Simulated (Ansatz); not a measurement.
Polymorphs of LiF, each relaxed with the program Ansatz at the r²SCAN level (PAW):

A: zinc blende (F-43m)
a = b = c = 4.290 Å, α = β = γ = 90.00°

| atom | site | symmetry | x | y | z |
|---|---|---|---|---|---|
| F | 4d | -43m | 0.7500 | 0.7500 | 0.7500 |
| Li | 4a | -43m | 0.0000 | 0.0000 | 0.0000 |

B: rock salt (Fm-3m)
a = b = c = 3.9899 Å, α = β = γ = 90.00°

```tsv
atom	site	symmetry	x	y	z
Li	4a	m-3m	0.0000	0.0000	0.0000
F	4b	m-3m	0.5000	0.5000	0.5000
```

C: wurtzite (P6_3mc)
a = 3.0813 Å, b = 3.0813 Å, c = 4.7869 Å, α = 90.00°, β = 90.00°, γ = 120.00°

```csv
atom,site,symmetry,x,y,z
Li,2b,3m.,0.3333,0.6667,0.3824
F,2b,3m.,0.6667,0.3333,0.4926
```

Task: Order them by energy per atom at 0 K (lowest first) at the level r²SCAN.

Result: B (+0 meV/atom), C (+32 meV/atom), A (+44 meV/atom)

Task: Give each one's gap.

Result: A 8.66 eV; B 10.33 eV; C 8.58 eV.

Typed or built starts, not in the databases checked: A. Not the usual ambient phase: A; C. All cells were relaxed under the symmetry of their starts (and spin orders); stability against distortions was not tested throughout.

Energies hold the estimated change up to a 700 eV cutoff; steps of a few meV lie near the error of the meshes.

Potentials: the later of the program's two PAW sets.
